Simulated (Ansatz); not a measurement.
The start is a randomly generated symmetric cell of Sn (space group No. 227). A full variable-cell relaxation at zero pressure is run with PBE (plane waves to 420 eV, PAW, scalar-relativistic; Ansatz, an electronic-structure program). The first steps use a coarse 7×7×7 k-mesh.

Initial structure:
```yaml
crystal:
  lattice:
    - [0.00000, 3.93669, 3.93669]
    - [3.93669, 0.00000, 3.93669]
    - [3.93669, 3.93669, 0.00000]
  atoms:
    - { symbol: Sn, position: [0.12500, 0.12500, 0.12500] }
    - { symbol: Sn, position: [0.12500, 0.12500, 0.62500] }
    - { symbol: Sn, position: [0.12500, 0.62500, 0.12500] }
    - { symbol: Sn, position: [0.62500, 0.12500, 0.12500] }
```

What pressure does the first self-consistent step give?

+18.9 GPa (positive: the cell is compressed).

How does the volume per atom move from start to end?

+37.0 %, from 30.50 to 41.80 Å³/atom.

How do the shortest distances between atoms change?

The closest pairs of elements (up to four, under 3.6 Å), start → end: Sn–Sn 2.78 → 3.09 Å.

What band gap does the relaxed structure have at this level?

No gap (metallic).

Write out the relaxed structure.


Space group Fd-3m, origin choice 1 (No. 227); a = 8.745 Å, b = 8.745 Å, c = 8.745 Å, α = 90.00°, β = 90.00°, γ = 90.00°

```csv
atom,site,symmetry,x,y,z
Sn,16d,.-3m,0.6250,0.6250,0.6250
```
(The calculation used a cell of 4 atoms; values per cell refer to that cell.)

The space group stays Fd-3m (No. 227) (the run could not lower it), with 4 atoms in the primitive cell. Final values are on a 9×9×9 k-mesh of the relaxed cell. No spin polarisation in the result.

The run could not lose the symmetry of its start, so the end can be a saddle point.

All atoms sit on sites fixed by symmetry, so only the cell could relax.

The relaxed structure here is a generated cell of Sn: the first start was made by a random draw of sites in a space group, and the end was not matched to a known phase here, so it may be hypothetical. A known form of Sn has the same space group but another cell.
